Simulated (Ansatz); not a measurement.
Co$_{3}$PdC:
```xyz
5
Lattice="3.8041 0.0000 0.0000 0.0000 3.8041 0.0000 0.0000 0.0000 3.8041" Properties=species:S:1:pos:R:3 pbc="T T T"
Co     1.9020     1.9020     0.0000
Co     0.0000     1.9020     1.9020
Co     1.9020     0.0000     1.9020
Pd     0.0000     0.0000     0.0000
C      1.9020     1.9020     1.9020
```
The run is spin-polarised; directions of the spins, atom by atom: ↑ ↑ ↑ ↑ 0.

Relaxed with r²SCAN.

**Question.** Which orbitals make up the states near the Fermi level in r²SCAN (plane waves, PAW; program Ansatz)?

**Answer.** Within 0.5 eV of the Fermi level: Co 3d 72 %, Pd 4d 14 %, C 2p 9 %. Projections are on Löwdin-orthogonalised atomic valence shells; empty p or d shells of many metals are not among them.

**Question.** Tabulate the density of states.

**Answer.** States/eV per cell of 5 atoms, in 0.25 eV bins, energy from the Fermi level.

| E (eV) | total | Co 3d | Pd 4d | C 2p |
|---|---|---|---|---|
| -7.85 | 0.34 | 0.15 | 0.02 | 0.14 |
| -7.60 | 0.94 | 0.36 | 0.04 | 0.40 |
| -7.35 | 2.13 | 0.60 | 0.08 | 0.98 |
| -7.10 | 2.80 | 0.70 | 0.13 | 1.32 |
| -6.85 | 2.53 | 0.65 | 0.12 | 1.18 |
| -6.60 | 2.20 | 0.62 | 0.11 | 0.91 |
| -6.35 | 2.29 | 0.70 | 0.11 | 0.85 |
| -6.10 | 1.83 | 0.68 | 0.11 | 0.74 |
| -5.85 | 2.10 | 0.91 | 0.15 | 0.85 |
| -5.60 | 2.26 | 1.01 | 0.26 | 0.80 |
| -5.35 | 2.30 | 1.11 | 0.30 | 0.56 |
| -5.10 | 2.67 | 1.28 | 0.42 | 0.55 |
| -4.85 | 4.71 | 2.41 | 0.91 | 0.84 |
| -4.60 | 4.05 | 2.28 | 1.12 | 0.35 |
| -4.35 | 7.55 | 4.01 | 2.57 | 0.40 |
| -4.10 | 9.51 | 5.82 | 2.54 | 0.51 |
| -3.85 | 6.37 | 3.72 | 1.85 | 0.22 |
| -3.60 | 7.18 | 3.98 | 2.52 | 0.17 |
| -3.35 | 8.18 | 4.61 | 3.15 | 0.15 |
| -3.10 | 9.46 | 6.48 | 2.45 | 0.16 |
| -2.85 | 6.44 | 4.03 | 1.85 | 0.18 |
| -2.60 | 5.46 | 3.27 | 1.68 | 0.22 |
| -2.35 | 3.35 | 2.08 | 1.06 | 0.09 |
| -2.10 | 6.90 | 3.95 | 2.62 | 0.06 |
| -1.85 | 9.57 | 6.28 | 2.62 | 0.17 |
| -1.60 | 8.51 | 5.65 | 2.38 | 0.10 |
| -1.35 | 10.86 | 7.62 | 2.42 | 0.16 |
| -1.10 | 6.27 | 4.21 | 1.38 | 0.17 |
| -0.85 | 6.20 | 4.46 | 0.83 | 0.33 |
| -0.60 | 5.27 | 3.39 | 0.75 | 0.54 |
| -0.35 | 3.64 | 2.59 | 0.54 | 0.28 |
| -0.10 | 2.52 | 1.76 | 0.38 | 0.24 |
| 0.15 | 3.29 | 2.33 | 0.51 | 0.26 |
| 0.40 | 2.81 | 2.18 | 0.21 | 0.28 |
| 0.65 | 3.71 | 3.08 | 0.16 | 0.27 |
| 0.90 | 5.08 | 4.21 | 0.29 | 0.23 |
| 1.15 | 4.09 | 3.33 | 0.31 | 0.15 |
| 1.40 | 4.56 | 3.47 | 0.27 | 0.37 |
| 1.65 | 1.45 | 0.95 | 0.06 | 0.22 |
| 1.90 | 1.05 | 0.57 | 0.04 | 0.22 |
| 2.15 | 1.01 | 0.53 | 0.03 | 0.22 |
| 2.40 | 1.19 | 0.58 | 0.04 | 0.25 |
| 2.65 | 1.15 | 0.50 | 0.04 | 0.23 |
| 2.90 | 0.66 | 0.21 | 0.02 | 0.12 |
| 3.15 | 0.79 | 0.23 | 0.02 | 0.15 |
| 3.40 | 1.07 | 0.31 | 0.02 | 0.20 |
| 3.65 | 1.18 | 0.30 | 0.02 | 0.21 |
| 3.90 | 1.43 | 0.35 | 0.01 | 0.25 |
| 4.15 | 0.79 | 0.18 | 0.01 | 0.13 |
| 4.40 | 1.26 | 0.27 | 0.01 | 0.23 |
| 4.65 | 1.86 | 0.44 | 0.01 | 0.32 |

Space group Pm-3m (anti-perovskite). The start of the workflow was typed in or built on a structure type; neither database checked (COD, Materials Project) lists it. Its standing as an ambient phase is unchecked. Symmetry was held in the r²SCAN relaxation; its stability against distortions is not shown here. Magnetic state: ferromagnetic, chosen from 4 collinear starts compared on coarse meshes (ties went to the first, and starts can fall back to one state), not a proven ground state. Its formation energy is positive at this level, so the cell may be metastable or incomplete. Other orbital occupations within this spin state were not tried. Spin–orbit coupling is left out wherever it is not named.

Potentials: the earlier of the program's two PAW sets. The files were generated under PBE; for other functionals the program regenerates the frozen cores, and for LDA and PBEsol the local potential too.
